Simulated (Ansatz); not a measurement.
Relaxed-ion elastic tensor of BeMo$_{2}$ (cubic Laves (MgCu2 type), Fd-3m) in GPa (Voigt order), DFT-r²SCAN in the program Ansatz with PAW potentials; density 7.12 g/cm³, 15.63 Å³ per atom.

```csv
,1,2,3,4,5,6
1,197,157,157,0.0,0.0,0.0
2,157,197,157,0.0,0.0,0.0
3,157,157,197,0.0,0.0,0.0
4,0.0,0.0,0.0,32.6,0.0,0.0
5,0.0,0.0,0.0,0.0,32.6,0.0
6,0.0,0.0,0.0,0.0,0.0,32.6
```

Task: Is the crystal mechanically stable?

Result: Yes: the smallest eigenvalue of C is 32.6 GPa.

Task: Work out the Voigt, Reuss and Hill averages.

Result: K_V = 171, K_R = 171, K_H = 171; G_V = 27.5, G_R = 25.9, G_H = 26.7 GPa.

Task: Give Young's modulus, Poisson's ratio, Pugh's ratio and the universal anisotropy index.

Result: E = 9KG/(3K + G) = 76.1 GPa; ν = 0.43; K/G = 6.39 (ductile by the Pugh limit of 1.75); A_U = 5G_V/G_R + K_V/K_R − 6 = 0.31.

Task: Estimate the sound speeds and the Debye temperature.

Result: v_l = √((K + 4G/3)/ρ) = 5380 m/s, v_t = √(G/ρ) = 1940 m/s, mean 2200 m/s; Θ = (h/k)(3n/4πV)^(1/3) v_m = 262 K.

Task: Give the Zener ratio and Young's modulus along [100], [110] and [111].

Result: A = 2C44/(C11 − C12) = 1.65; 1/E = S11 − 2(S11 − S12 − S44/2)Γ with Γ = 0, 1/4, 1/3 gives 57.2, 79.8, 92.0 GPa.

Task: Solve the Christoffel equation for the three sound speeds along [100], [110], [111].

Result: Eigenvalues of C_ijkl n_j n_l equal ρv². In km/s, slowest first: [100] 2.14, 2.14, 5.26; [110] 1.67, 2.14, 5.43; [111] 1.84, 1.84, 5.48.

The cell is a constructed one: a structure type filled with these elements; neither database checked (COD, Materials Project) lists it. Whether it is the stable phase at ambient conditions was not checked. The cell was relaxed with r²SCAN under the symmetry of its start; whether a distortion lowers the energy is not shown. The run is not spin-polarised. As this level gives no gap, shear constants depend on the k-mesh and smearing (Fermi–Dirac, 0.1 eV here).

Potentials: the earlier of the program's two PAW sets.
